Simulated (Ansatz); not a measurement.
A generator proposed this cell of AgPtC4N4.

```
Ag Pt C N
1.0
     6.01253    0.00000    0.00000
     0.00000    6.01253    0.00000
     0.00000    0.00000    6.01253
Ag Pt C N
1 1 4 4
Direct
  0.50000 0.50000 0.50000
  0.00000 0.00000 0.00000
  0.18408 0.18408 0.18408
  0.18408 0.81592 0.81592
  0.81592 0.18408 0.81592
  0.81592 0.81592 0.18408
  0.29643 0.29643 0.29643
  0.29643 0.70357 0.70357
  0.70357 0.29643 0.70357
  0.70357 0.70357 0.29643
```

Theory: DFT PBE, scalar-relativistic, plane waves, PAW (Ansatz 0.2.0). Cutoff 420 eV; k points 4×4×4 on the computed 10-atom cell (Γ-centred); Gaussian smearing, width 0.10 eV; collinear spin from starting moments 1.0 1.0 0.0 0.0 0.0 0.0 0.0 0.0 0.0 0.0 μB.

Formation energies are uncorrected and refer to the elements' standard structures at the same level (N₂ as a molecule).

**Question.** What does a single point on this coarse mesh give?

**Answer.** The pressure is 4.9 GPa (it wants to expand), the largest force is 0.96 eV/Å, and the energy is +0.82 eV/atom against the elements. The shortest distance is 1.17 Å.

**Question.** How much does it gain on relaxing, and where does it end?

**Answer.** Relaxing gains about 0.03 eV/atom in 9 ionic steps and ends at +0.784 eV/atom on the finer mesh. The symmetry stays P-43m (No. 215). The volume per atom grows by 10.3 %, from 21.7 to 24.0 Å³. The shortest distance stays 1.17 Å (C–N). Conventional cell: a = 6.212 Å. Around Ag lie 4 N at 2.21 Å; Pt has 4 C at 2.00 Å; around C lie 1 N at 1.17 Å and 1 Pt at 2.00 Å; N is surrounded by 1 C at 1.17 Å and 1 Ag at 2.21 Å.

The last run used collinear spin, a 6×6×6 mesh for its 10-atom cell and Gaussian smearing of 0.01 eV. These runs have no spin–orbit coupling, which can matter for Pt. The reference form of C is held partly by dispersion forces, which this level lacks. Another magnetic order may lie lower. The relaxation can't lower the symmetry of the start. A structure relaxed within its symmetry needn't be a true minimum.
